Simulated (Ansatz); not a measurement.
In₂TeO₂ in space group P-3m1 (No. 164; In on 2d, Te on 1b, O on 2d) at seven volumes, DFT-PBEsol in the program Ansatz with PAW potentials, shape and atoms relaxed at each. One row is withheld.

| V (Å³/atom) | P (GPa) |
|---|---|
| 15.866 | 11.55 |
| 16.389 | 6.95 |
| 16.912 | ? |
| 17.435 | 0.00 |
| 17.959 | -2.67 |
| 18.482 | -4.88 |
| 19.005 | -6.59 |

**Question.** Fit the shown pressures and predict the withheld one.

**Answer.** Third-order Birch–Murnaghan: P = (3/2)B₀(x^(7/2) − x^(5/2))[1 + (3/4)(B′ − 4)(x − 1)] with x = (V₀/V)^(2/3). Least squares on the six rows gives V₀ = 17.429 Å³/atom, B₀ = 96.05 GPa, B′ = 5.25. At V = 16.912, x = 1.0203 and P = 3.13 GPa. The run itself gave 3.12 GPa.

The start of the workflow was typed in or built on a structure type; neither database checked (COD, Materials Project) lists it. Its standing as an ambient phase is unchecked. The cell was relaxed with PBEsol under the symmetry of its start; whether a distortion lowers the energy is not shown. Spin–orbit coupling is left out wherever it is not named.

Potentials: the later of the program's two PAW sets.
